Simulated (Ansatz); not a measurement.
# Structure types of Ru compared at 240 GPa

Structure types of Ru are relaxed in primitive cells with their symmetry kept at 240 GPa, first on PAW files, then by LAPW. The enthalpy is E + pV at zero temperature, without zero-point motion. Only the types listed were tried, and differences under about 5 meV/atom are mesh noise. Not among the end structures: fcc, which may lie lower.

All numbers are PBEsol results (scalar-relativistic) from Ansatz 0.2.0, with Fermi–Dirac smearing of 0.05 eV, no spin polarisation. Methods: LAPW: all electrons, basis error target 0.5 meV/atom; PAW: frozen-core files, cutoff 420 eV.

k meshes: bcc 20×20×20, hcp 18×18×10, simple hexagonal 19×19×18, beta tin 19×19×19, sc 18×18×18.

The PAW files were made under PBE.

| start type | ends as | a, b, c (Å) | V (Å³/atom) | H − H(lowest), LAPW (meV/atom) |
| --- | --- | --- | --- | --- |
| bcc | bcc, Im-3m | 2.690, 2.690, 2.690 | 9.73 | 973.3 |
| hcp | hcp, P6_3/mmc | 2.405, 2.405, 3.841 | 9.62 | 0.0 |
| simple hexagonal | simple hexagonal, P6/mmm | 2.314, 2.314, 2.156 | 10.00 | ? |
| beta tin | beta tin, I4_1/amd | 4.223, 4.223, 2.277 | 10.15 | ? |
| sc | sc, Pm-3m | 2.175, 2.175, 2.175 | 10.29 | 2772.0 |

Q: Fill in "H − H(lowest), LAPW (meV/atom)" for the row "beta tin".

A: 2248.7.

Q: What belongs in the row "simple hexagonal", column "H − H(lowest), LAPW (meV/atom)"?

A: 1829.7.

Q: Split the lead of hcp over bcc into energy and pV.

A: For bcc less hcp: ΔE = +802.1 meV/atom, and p·ΔV = 240 GPa × +0.1143 Å³ × 6.242 meV/(GPa·Å³) = +171.3 meV/atom, together 973.4 meV/atom. hcp wins on both counts.
